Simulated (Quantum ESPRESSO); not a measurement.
# Band energies of AgI

```
CELL_PARAMETERS angstrom
      4.55663     0.00000     0.00000
     -2.27832     3.94616     0.00000
      0.00000     0.00000     7.44435
ATOMIC_POSITIONS crystal
  Ag 0.33333 0.66667 0.00245
  Ag 0.66667 0.33333 0.50245
  I  0.33333 0.66667 0.37745
  I  0.66667 0.33333 0.87745
```

PBEsol (Quantum ESPRESSO, PseudoDojo norm-conserving, 82 Ry, without SOC); path ΓMKΓALHA,LM,KH; energies in eV from the valence-band maximum.

| k (1/Å) | point | band 22 | band 23 | band 24 | band 25 | band 26 | band 27 | band 28 | band 29 |
|---|---|---|---|---|---|---|---|---|---|
| 0.00 | Γ | -0.76 | -0.76 | -0.07 | 0.00 | 0.00 | 1.23 | 2.50 | 5.65 |
| 0.23 |  | -1.31 | -0.98 | -0.70 | -0.21 | -0.14 | 1.98 | 3.09 | 5.13 |
| 0.45 |  | -2.18 | -1.62 | -1.45 | -0.60 | -0.46 | 2.87 | 3.56 | 4.90 |
| 0.68 |  | -2.57 | -2.26 | -1.82 | -1.03 | -0.72 | 3.22 | 3.48 | 4.72 |
| 0.80 | M | -2.73 | -2.31 | -1.88 | -1.11 | -0.76 | 3.25 | 3.46 | 4.68 |
| 0.91 |  | -2.71 | -2.33 | -1.93 | -1.15 | -0.85 | 3.41 | 3.66 | 4.63 |
| 1.26 | K | -2.69 | -2.68 | -1.61 | -1.61 | -1.40 | 4.22 | 4.50 | 4.50 |
| 1.49 |  | -2.38 | -2.35 | -2.11 | -1.12 | -1.10 | 3.92 | 4.40 | 4.58 |
| 1.72 |  | -2.05 | -1.76 | -1.53 | -0.60 | -0.58 | 3.05 | 3.99 | 4.93 |
| 1.95 |  | -1.30 | -1.03 | -0.68 | -0.21 | -0.16 | 2.00 | 3.12 | 5.14 |
| 2.17 | Γ | -0.76 | -0.76 | -0.07 | 0.00 | 0.00 | 1.23 | 2.50 | 5.65 |
| 2.49 |  | -1.27 | -0.53 | -0.53 | -0.25 | -0.25 | 2.33 | 2.59 | 5.33 |
| 2.60 | A | -1.77 | -0.39 | -0.39 | -0.39 | -0.39 | 2.55 | 2.55 | 5.53 |
| 2.70 |  | -1.77 | -0.50 | -0.50 | -0.43 | -0.43 | 2.69 | 2.69 | 5.36 |
| 2.90 |  | -1.88 | -1.05 | -1.05 | -0.69 | -0.69 | 3.31 | 3.31 | 4.86 |
| 3.09 |  | -2.32 | -1.29 | -1.29 | -1.04 | -1.04 | 3.36 | 3.36 | 4.85 |
| 3.29 |  | -2.80 | -1.31 | -1.31 | -1.28 | -1.28 | 3.16 | 3.16 | 4.77 |
| 3.39 | L | -2.92 | -1.32 | -1.32 | -1.30 | -1.30 | 3.13 | 3.13 | 4.75 |
| 3.62 |  | -2.89 | -1.74 | -1.74 | -1.21 | -1.21 | 3.57 | 3.57 | 5.09 |
| 3.85 | H | -2.86 | -2.04 | -2.04 | -1.19 | -1.19 | 3.85 | 3.85 | 5.56 |
| 4.04 |  | -2.76 | -1.86 | -1.86 | -1.20 | -1.20 | 3.79 | 3.79 | 5.36 |
| 4.22 |  | -2.40 | -1.45 | -1.45 | -1.19 | -1.19 | 3.76 | 3.76 | 5.00 |
| 4.40 |  | -1.97 | -1.17 | -1.17 | -0.88 | -0.88 | 3.57 | 3.57 | 4.78 |
| 4.68 |  | -1.77 | -0.49 | -0.49 | -0.42 | -0.42 | 2.67 | 2.67 | 5.38 |
| 4.77 | A | -1.77 | -0.39 | -0.39 | -0.39 | -0.39 | 2.55 | 2.55 | 5.53 |
| 4.77 | L | -2.92 | -1.32 | -1.32 | -1.30 | -1.30 | 3.13 | 3.13 | 4.75 |
| 4.98 |  | -2.80 | -1.94 | -1.71 | -1.05 | -0.93 | 2.98 | 3.48 | 5.01 |
| 5.19 | M | -2.73 | -2.31 | -1.88 | -1.11 | -0.76 | 3.25 | 3.46 | 4.68 |
| 5.19 | K | -2.69 | -2.68 | -1.61 | -1.61 | -1.40 | 4.22 | 4.50 | 4.50 |
| 5.30 |  | -2.71 | -2.63 | -1.55 | -1.55 | -1.46 | 4.32 | 4.42 | 4.42 |
| 5.62 | H | -2.86 | -2.04 | -2.04 | -1.19 | -1.19 | 3.85 | 3.85 | 5.56 |

The PBEsol gap is direct, 1.23 eV at Γ.

Without spin-orbit coupling, band edges of such heavy elements can be off by tenths of an eV.

Geometry relaxed with PBEsol.
